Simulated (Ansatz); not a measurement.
ZnCu2SnSe4 (kesterite type, space group I-4)

```
CELL_PARAMETERS angstrom
     -2.88182     2.88182     5.76298
      2.88182    -2.88182     5.76298
      2.88182     2.88182    -5.76298
ATOMIC_POSITIONS crystal
  Cu 0.00000 0.00000 0.00000
  Cu 0.75000 0.25000 0.50000
  Zn 0.25000 0.75000 0.50000
  Sn 0.50000 0.50000 0.00000
  Se 0.63874 0.62944 0.52864
  Se 0.10081 0.11010 0.47136
  Se 0.37056 0.89919 0.00930
  Se 0.88990 0.36126 0.99070
```

The volume is varied about the relaxed value V₀ at fixed cell shape. The atoms relax within the cell's symmetry.

Calculation: PBE (plane waves to 420 eV, PAW, scalar-relativistic; Ansatz, a program for electronic structure). k mesh 8×8×8 (Γ-centred), Fermi-Dirac smearing 0.05 eV. The energy includes the smearing's −TS. Stress and pressure are positive under compression. At this level the bands of ZnCu2SnSe4 touch or barely overlap. ZnCu2SnSe4 is run without spin polarisation. ZnCu2SnSe4 was relaxed with its symmetry unable to fall. ΔE is measured from the relaxed starting cell.

| V/V₀ | ΔE (kJ/mol of atoms) | P (GPa) |
|---|---|---|
| 0.840 | (withheld) | 14.9 |
| 0.880 | 7.4 | (withheld) |
| 0.920 | 3.0 | 5.7 |
| 0.960 | 0.7 | 2.5 |
| 1.000 | 0.0 | 0.0 |
| 1.040 | 0.6 | -2.0 |
| 1.080 | 2.2 | -3.6 |
| 1.120 | 4.7 | -4.8 |
| 1.160 | (withheld) | -5.8 |

Problem. Complete the blanks.

Solution. 
- 0.840, ΔE (kJ/mol of atoms): 14.5
- 0.880, P (GPa): 9.7
- 1.160, ΔE (kJ/mol of atoms): 7.7

(A scan under strain: stresses follow from slopes of the energy per volume, elastic moduli from its curvatures.)
